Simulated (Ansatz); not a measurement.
# Rb, hcp: geometry optimisation

All numbers below come from DFT, r2SCAN, plane waves (500 eV) with PAW, scalar-relativistic in Ansatz 0.2.0. (PAW data from PBE, frozen cores regenerated.)

k-point mesh 7×7×4, Fermi-Dirac smearing 0.1 eV, no spin polarisation. Cell and atoms relax.

Starting structure:

```yaml
crystal:
  lattice:
    - [4.9756623956, 0.0, 0.0]
    - [-2.4878311978, 4.3090500353, 0.0]
    - [0.0, 0.0, 8.1252566921]
  atoms:
    - { symbol: Rb, position: [0.3333333333, 0.6666666667, 0.25] }
    - { symbol: Rb, position: [0.6666666667, 0.3333333333, 0.75] }
hamiltonian:
  xc: r2scan
  pseudopotentials:
    kind: paw
    azcp:
      Rb: "pseudopotentials/Rb.paw.azcp"
basis:
  ecutwfc: 500
  fft_grid_basis: typed
kpoints:
  mp_grid: { grid: [7, 7, 4], shift: [0, 0, 0] }
magnetization:
  spin_polarized: false
scf:
  occupations: { method: fermi_dirac, width: 0.1 }
relax:
  max_steps: 60
  f_tol: 0.01
  cell: {}
```

**Question.** What cell does the relaxation end in?

**Answer.** P6_3/mmc with a = 5.107 Å, c = 8.448 Å (c/a = 1.654); 95.40 Å³ per atom against 87.10 at the start (9.5 %).

**Question.** How much energy does the relaxation gain?

**Answer.** 7.2 meV per atom.

Path of the relaxation (the plane waves are chosen anew near the end, which can shift the energy a little):

| step | E − E(final) (meV/atom) | V (Å³/atom) | P (GPa) | max force (eV/Å) |
| --- | --- | --- | --- | --- |
| 0 | 7.19 | 87.104 | 0.29 | 0.000 |
| 1 | 5.73 | 87.982 | 0.25 | 0.000 |
| 2 | 0.43 | 94.655 | 0.02 | 0.000 |
| 3 | 0.39 | 95.402 | 0.00 | 0.000 |
| 4 | 0.00 | 95.402 | 0.00 | 0.000 |
